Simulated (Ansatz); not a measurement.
Computed properties of Pt₃W

Pt3W:
```yaml
crystal:
  lattice:
    - [-1.93746, 1.93746, 3.99304]
    - [1.93746, -1.93746, 3.99304]
    - [1.93746, 1.93746, -3.99304]
  atoms:
    - { symbol: Pt, position: [0.75000, 0.25000, 0.50000] }
    - { symbol: Pt, position: [0.25000, 0.75000, 0.50000] }
    - { symbol: Pt, position: [0.50000, 0.50000, 0.00000] }
    - { symbol: W, position: [0.00000, 0.00000, 0.00000] }
```

Space group I4/mmm (No. 139); conventional cell a = 3.875 Å, b = 3.875 Å, c = 7.986 Å, α = 90.00°, β = 90.00°, γ = 90.00°.

Method: PBEsol in the plane-wave PAW code Ansatz. Geometry: relaxed at this level of theory. Other levels are named where they apply.

Cell and energy:

Volume per atom: 14.99 Å³
Density: 21.30 g/cm³
Formation energy from the elements (no fitted shifts): -0.28 eV/atom

Electronic structure:

- Electronic character = metallic (no gap)
- Density of states at the Fermi level = 0.74 states/eV per atom (mean over ±0.08 eV)
- Gap with spin–orbit coupling = none (metallic)

Mechanics:

- Bulk modulus (Birch–Murnaghan fit) = 317 GPa
- Pressure derivative B′ = 5.0

Phonons:

Highest zone-centre frequency: 183 cm⁻¹
Zone-centre stability: no imaginary mode at Γ

The first step of the workflow began from a Materials Project structure, measured or hypothetical; the Crystallography Open Database copy checked does not list it. Whether it is the stable phase at ambient conditions was not checked. The cell was relaxed with PBEsol under the symmetry of its start. The run is not spin-polarised. As this level gives no gap, phonon frequencies hold no LO–TO term and depend on the k-mesh and smearing (Fermi–Dirac, 0.1 eV here). Axis ratios of metals converge slowly with the k-mesh, so a and c are less sure than the volume. The references are the lowest solids computed at this level, not always the standard phases. Spin–orbit coupling is left out wherever it is not named.

Potentials: the later of the program's two PAW sets.
